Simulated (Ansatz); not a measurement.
A relaxed structure of ZrN. Space group Fm-3m (No. 225), rock salt type. Method: PBEsol (plane waves to 420 eV, PAW, scalar-relativistic; Ansatz, an electronic-structure program).

```cif
data_N4Zr4
_chemical_formula_sum 'Zr4 N4'
_space_group_name_H-M_alt 'Fm-3m'
_space_group_IT_number 225
_space_group_name_Hall '-F 4 2 3'
_cell_length_a 4.55272
_cell_length_b 4.55272
_cell_length_c 4.55272
_cell_angle_alpha 90.000
_cell_angle_beta 90.000
_cell_angle_gamma 90.000
loop_
_atom_site_label
_atom_site_type_symbol
_atom_site_symmetry_multiplicity
_atom_site_Wyckoff_symbol
_atom_site_fract_x
_atom_site_fract_y
_atom_site_fract_z
_atom_site_occupancy
Zr1 Zr 4 a 0.00000 0.00000 0.00000 1
N1 N 4 b 0.50000 0.50000 0.50000 1
```
(The calculation used a cell of 2 atoms; values per cell refer to that cell.)

```json
{
 "volume_per_atom": "11.80 Å³",
 "density": "7.41 g/cm³",
 "band_gap": "no gap (metallic)",
 "shortest_distances": "N–Zr 2.28 Å; Zr–Zr 3.22 Å; N–N 3.22 Å",
 "k-mesh": "18×18×18"
}
```

Band energies at high-symmetry points (eV from the Fermi level; labels of this space group; no spin-orbit coupling), from −5 eV up to 1.3 eV:

```
point                             energies
-----  -----------------------------------
Γ      -2.65 -2.65 -2.65 -0.42 -0.42 -0.42
X                  -4.52 -3.59 -3.13 -3.13
U                        -4.73 -4.49 -0.72
K                        -4.73 -4.49 -0.72
L                                        –
W                    -4.75 -4.75 1.06 1.06
```

No spin polarisation in the result. The relaxed primitive cell holds an odd number of electrons. A magnetic state may lie lower.

It was reached from a disturbed copy of a P4/mmm (No. 123) cell, against which it lies -0.85 eV/atom.
